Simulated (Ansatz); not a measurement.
**Pb: energy along a strain**

Pb, Fm-3m, a = 4.940 Å (as given, not relaxed at this level: -1.8 GPa). Ansatz: LDA, PAW, 420 eV, Γ-centred 16×16×16 mesh on 1 atom, Gaussian smearing 0.15 eV; no spin polarisation. Cell vectors (Å): 0.000 2.470 2.470; 2.470 0.000 2.470; 2.470 2.470 0.000. The cell is strained by x per cent times the pattern (1 0 0 0 0 0) in the order xx yy zz yz xz xy (engineering shears), with fractional coordinates held. y is the free energy over the start, V0 = 30.131 Å³/atom.

| x (%) | y (meV/atom) |
| --- | --- |
| -6.00 | 1.02 |
| -4.50 | -3.46 |
| -3.00 | -5.15 |
| -1.50 | -3.93 |
| 0.00 | 0.00 |
| 1.50 | 6.25 |
| 3.00 | 14.56 |
| 4.50 | 24.68 |
| 5.25 | 30.33 |
| 6.00 | ? |

Fit y = c1 x + c2 x² + c3 x³ to the other rows, get the stiffness along the pattern, and predict the missing energy.

Least squares on the rows shown. y = 3.3877 x + 0.52076 x² − 0.012297 x³. The clamped-ion stiffness p·C·p = 2 × 5.208 eV × 160.2 / 30.131 Å³ = 55 GPa, which is C11 in these axes (second derivative at the start, which stands under stress). At x = 6.00 the fit asked for gives 36.42 meV/atom. The run gave 36.32 meV/atom, so the fit is 0.10 meV/atom too high, within twice the rms miss on the fitted rows (0.06 meV/atom).

Spin–orbit coupling is left out, which can shift energies with elements as heavy as these.